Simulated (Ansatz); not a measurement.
### Question
Each is relaxed and computed with PBE (plane waves, PAW; program Ansatz). Which is the only metal?
A. ZnSnN2, R-3m (Zn on 3a, Sn on 3b, N on 6c)
B. SnC, wurtzite
C. Si3Ge, P-4m2 (Si on 2g, Si on 1a, Ge on 1c)
D. SnGe, P-6m2 (Sn on 1a, Ge on 1f)

### Answer
D, SnGe, P-6m2 (Sn on 1a, Ge on 1f). SnGe: metal; Si3Ge: gap 0.39 eV (indirect); SnC: gap 0.80 eV (direct); ZnSnN2: gap 0.45 eV (indirect). Constructed cells (a structure type filled with these elements, in neither database checked): SnGe, P-6m2 (Sn on 1a, Ge on 1f). Typed or built starts, not in the databases checked: Si3Ge, P-4m2 (Si on 2g, Si on 1a, Ge on 1c); SnC, wurtzite; ZnSnN2, R-3m (Zn on 3a, Sn on 3b, N on 6c). All cells were relaxed under the symmetry of their starts (and spin orders); stability against distortions was not tested throughout. Spin–orbit coupling is left out wherever it is not named.

Potentials: the earlier of the program's two PAW sets.
